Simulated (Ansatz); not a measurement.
Ca₂Bi:
```xyz
6
Lattice="-2.3915 2.3915 8.4106 2.3915 -2.3915 8.4106 2.3915 2.3915 -8.4106" Properties=species:S:1:pos:R:3 pbc="T T T"
Ca     0.0000     2.3915     0.0000
Ca     2.3915     0.0000     0.0000
Ca     0.0000     0.0000     5.4806
Ca     0.0000     0.0000    11.3405
Bi     0.0000     0.0000     2.2938
Bi     0.0000     0.0000    14.5273
```

Relaxed with PBEsol. Special points in fractions of this cell's reciprocal vectors: Γ (0.000, 0.000, 0.000); X (0.000, 0.000, 0.500); P (0.250, 0.250, 0.250); N (0.000, 0.500, 0.000); M (0.500, 0.500, -0.500); S (0.270, 0.730, -0.270); S0 (-0.270, 0.270, 0.270); R (-0.040, 0.040, 0.500); G (0.500, 0.500, -0.040).

### Question
List the band energies nearest the Fermi level at these points for DFT-PBEsol with spin–orbit coupling in the program Ansatz with PAW potentials.

### Answer
In eV from the Fermi level; about four levels below and three above (degenerate sets whole), none deeper than 8.9 eV; points with the same levels are listed once.

| k | below | above |
|---|---|---|
| Γ | -0.65 -0.65 -0.41 -0.41 | 0.71 0.71 0.98 0.98 |
| X | -0.17 -0.17 -0.02 -0.02 | 0.21 0.21 1.06 1.06 |
| P | -0.13 -0.13 -0.06 -0.06 | 0.53 0.53 0.54 0.54 |
| N | -1.00 -1.00 -0.27 -0.27 | 1.07 1.07 1.22 1.22 |
| M | -0.87 -0.87 -0.55 -0.55 | 0.38 0.38 1.18 1.18 |
| S | -0.95 -0.95 -0.35 -0.35 | 1.13 1.13 1.19 1.19 |
| R | -1.62 -1.62 -0.15 -0.15 | 0.01 0.01 0.23 0.23 |

Space group I4/mmm. The workflow started from an entry of the Crystallography Open Database (COD). Its standing as an ambient phase is unchecked. Symmetry was held in the PBEsol relaxation; its stability against distortions is not shown here.

Potentials: the later of the program's two PAW sets.
